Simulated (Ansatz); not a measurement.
TiSiB:
```yaml
crystal:
  lattice:
    - [1.65448, -6.63479, 0.00000]
    - [1.65448, 6.63479, 0.00000]
    - [0.00000, 0.00000, 3.06772]
  atoms:
    - { symbol: Si, position: [0.70145, 0.29855, 0.25000] }
    - { symbol: Si, position: [0.29855, 0.70145, 0.75000] }
    - { symbol: B, position: [0.46874, 0.53126, 0.75000] }
    - { symbol: B, position: [0.53126, 0.46874, 0.25000] }
    - { symbol: Ti, position: [0.09353, 0.90647, 0.75000] }
    - { symbol: Ti, position: [0.90647, 0.09353, 0.25000] }
```

Relaxed with plane-wave PAW PBE (Ansatz code). Indices refer to the conventional cell of Cmcm, a = 3.3090 Å, b = 13.2696 Å, c = 3.0677 Å, α = β = γ = 90.00°.

**Question.** Simulate the powder diffraction pattern (Cu Kα, λ = 1.54184 Å; lines above 1 %) up to 2θ = 90°.

**Answer.** Simulated powder pattern, Cu Kα, λ = 1.54184 Å (kinematic, ideal powder, no thermal factors, no anomalous dispersion; the 30 strongest lines at most, above 1 %, up to 2θ = 90°):

| 2θ (°) | d (Å) | I/Imax (%) | hkl |
|---|---|---|---|
| 13.34 | 6.635 | 1.6 | (020) |
| 26.88 | 3.317 | 7.9 | (040) |
| 27.79 | 3.211 | 24 | (110) |
| 32.15 | 2.784 | 19 | (021) |
| 33.83 | 2.650 | 1.3 | (130) |
| 40.03 | 2.252 | 53 | (041) |
| 40.68 | 2.218 | 100 | (111) |
| 40.80 | 2.212 | 9.3 | (060) |
| 43.72 | 2.070 | 83 | (150) |
| 45.22 | 2.005 | 26 | (131) |
| 50.90 | 1.794 | 22 | (061) |
| 53.39 | 1.716 | 3.9 | (151) |
| 55.39 | 1.659 | 1.6 | (080) |
| 55.54 | 1.654 | 21 | (200) |
| 60.34 | 1.534 | 16 | (002) |
| 63.79 | 1.459 | 4.6 | (081) |
| 64.26 | 1.450 | 1.9 | (171) |
| 65.64 | 1.422 | 3.8 | (221) |
| 67.70 | 1.384 | 3.3 | (112) |
| 70.64 | 1.333 | 18 | (241) |
| 71.04 | 1.327 | 6.8 | (0 10 0) |
| 71.17 | 1.325 | 2.9 | (260) |
| 75.42 | 1.260 | 2.4 | (062) |
| 77.39 | 1.233 | 15 | (191) |
| 77.44 | 1.232 | 27 | (152) |
| 78.54 | 1.218 | 1.6 | (0 10 1) |
| 78.67 | 1.216 | 12 | (261) |
| 85.72 | 1.133 | 3.0 | (1 11 0) |
| 86.53 | 1.125 | 11 | (202) |
| 89.57 | 1.094 | 3.3 | (281) |

The start of the workflow was typed in or built on a structure type; neither database checked (COD, Materials Project) lists it. Its standing as an ambient phase is unchecked. The cell was relaxed with PBE under the symmetry of its start; whether a distortion lowers the energy is not shown. The run is not spin-polarised.

Potentials: the later of the program's two PAW sets.
